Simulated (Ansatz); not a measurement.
SiC: zone-centre modes under pressure

SiC, F-43m, a = 4.329 Å. The compound has several low-lying forms, and this is one of them. Ansatz: LDA, PAW, 420 eV, Γ-centred 12×12×12 mesh on 2 atoms, fixed occupations; no spin polarisation. Cell and atoms are relaxed at each pressure with the symmetry kept; optical modes at Γ by linear response, in cm⁻¹, the highest, without the LO field.

| P (GPa) | V (Å³/atom) | ω1 |
| --- | --- | --- |
| 0 | 10.141 | 797.6 |
| 7 | 9.852 | ? |
| 18 | 9.467 | 862.3 |
| 35 | 8.985 | 914.5 |

Problem. Get the mode's Grüneisen parameter γ = −d ln ω/d ln V from the other rows and predict the missing frequency.

Solution. ln(V/V0) = 0.0000, -0.0289, -0.0688, -0.1210; a line through ln(ω/ω0) of the 3 known rows gives ω1: γ = 1.131, predicted 824.2, computed 824.2. The miss is 0.0 %, or 0 % of the shift under pressure, so a constant γ serves at that level.

Cost: 4 runs of about 4.9 core-minutes in all, on Intel Xeon Processor @ 2.50GHz (Skylake/Cascade Lake) (shared hosts).